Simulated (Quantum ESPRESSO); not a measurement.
## Band energies of Rb2YAgF6

```xyz
10
Lattice="0.0000 4.5433 4.5433 4.5433 0.0000 4.5433 4.5433 4.5433 0.0000" Properties=species:S:1:pos:R:3 pbc="T T T"
F      2.3898     4.5433     4.5433
F      6.6968     4.5433     4.5433
F      4.5433     2.3898     4.5433
F      4.5433     6.6968     4.5433
F      4.5433     4.5433     2.3898
F      4.5433     4.5433     6.6968
Rb     6.8149     6.8149     6.8149
Rb     2.2716     2.2716     2.2716
Y      4.5433     4.5433     4.5433
Ag     0.0000     0.0000     0.0000
```

PBEsol (Quantum ESPRESSO, PseudoDojo norm-conserving, 84 Ry, without SOC); path ΓXWKΓLUWLK,UX; energies in eV from the valence-band maximum.

```
k (1/Å)  point  band 41  band 42  band 43  band 44  band 45  band 46  band 47  band 48
-------  -----  -------  -------  -------  -------  -------  -------  -------  -------
0.00         Γ    -1.01    -1.01    -1.01    -0.27    -0.27     2.68     5.64     5.64
0.23              -1.01    -0.98    -0.98    -0.27    -0.13     3.04     5.60     5.60
0.46              -1.01    -0.92    -0.92    -0.27    -0.11     3.76     5.32     5.66
0.69         X    -1.01    -0.89    -0.89    -0.27    -0.23     4.06     5.28     5.69
0.69         W    -0.94    -0.94    -0.89    -0.24    -0.09     4.22     5.66     5.66
0.94         K    -0.97    -0.91    -0.91    -0.19    -0.13     4.19     5.57     5.69
1.12              -0.94    -0.94    -0.93    -0.17    -0.01     4.10     5.53     5.70
1.49              -1.00    -1.00    -0.99    -0.24    -0.18     2.91     5.58     5.61
1.67         Γ    -1.01    -1.01    -1.01    -0.27    -0.27     2.68     5.64     5.64
1.87              -1.00    -0.99    -0.99    -0.20    -0.20     2.96     5.58     5.63
2.27         L    -0.94    -0.93    -0.93     0.00     0.00     4.20     5.12     5.60
2.48              -0.95    -0.93    -0.92    -0.09    -0.04     4.21     5.35     5.66
2.69         U    -0.97    -0.91    -0.91    -0.19    -0.13     4.19     5.57     5.69
2.69         W    -0.94    -0.94    -0.89    -0.24    -0.09     4.22     5.66     5.66
2.81              -0.94    -0.94    -0.90    -0.20    -0.08     4.22     5.63     5.70
2.94              -0.94    -0.94    -0.92    -0.12    -0.04     4.21     5.42     5.68
3.18         L    -0.94    -0.93    -0.93     0.00     0.00     4.20     5.12     5.60
3.29              -0.94    -0.93    -0.93    -0.03    -0.01     4.20     5.18     5.62
3.39              -0.95    -0.93    -0.92    -0.09    -0.04     4.21     5.35     5.66
3.60         K    -0.97    -0.91    -0.91    -0.19    -0.13     4.19     5.57     5.69
3.60         U    -0.97    -0.91    -0.91    -0.19    -0.13     4.19     5.57     5.69
3.85         X    -1.01    -0.89    -0.89    -0.27    -0.23     4.06     5.28     5.69
```

The PBEsol gap is indirect, 2.68 eV, from L to Γ; the smallest direct gap is 2.95 eV. Another valence extremum on the path lies within 0.02 eV, too close to call.

Spin-orbit splittings are left out.

Geometry of the Materials Project entry, not relaxed at this level.

The structure is a Materials Project entry; no match was found in the copy of COD used, and its stability was not checked.
